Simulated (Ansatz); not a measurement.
## Nuclear-site quantities of ZrB2 as the cell is scaled

```
CELL_PARAMETERS angstrom
3.16500 0.00000 0.00000
-1.58250 2.74097 0.00000
0.00000 0.00000 3.52000
ATOMIC_POSITIONS crystal
Zr 0.00000 0.00000 0.00000
B 0.33333 0.66667 0.50000
B 0.66667 0.33333 0.50000
```

Atom numbers follow the list: Zr1, B2, B3.

The geometry is COD entry 1510856, unchecked; take it as a test cell.

Computed with Ansatz 0.2.0, DFT, LDA, all-electron PAW with datasets made for the crystal, scalar-relativistic.

Numerical set-up: a Γ-centred 12×12×9 k mesh, Fermi–Dirac smearing of 0.05 eV, cutoff 320 eV (chosen by the program for this cell), no spin polarisation.

The contact density is the mean electron density over the nuclear volume; its changes follow the s electrons' response to bonding and compression. Changes below are taken from the unscaled cell, where it is 488426 e/Å³ at Zr1, 475.421 e/Å³ at B2.

Volumes at which the program chose other datasets or cutoffs are left out.

| V/V(cell) | P (GPa) | Δρ(0) Zr1 (e/Å³) | Δρ(0) B2 (e/Å³) |
| --- | --- | --- | --- |
| 0.9400 | 9.0 | 1.41 | 0.11 |
| 0.9600 | 3.0 | ? | ? |
| 0.9800 | -2.4 | 0.44 | 0.03 |
| 0.9900 | -4.9 | ? | 0.01 |
| 1.0000 | -7.3 | 0.00 | 0.00 |

Question: What belongs in the row "0.9600", column "Δρ(0) Zr1 (e/Å³)"?

Answer: 0.91.

Question: Give the missing entry: row "0.9900", column "Δρ(0) Zr1 (e/Å³)".

Answer: 0.22.

Question: What belongs in the row "0.9600", column "Δρ(0) B2 (e/Å³)"?

Answer: 0.07.

The datasets are made afresh for each cell, so very small changes are uncertain.
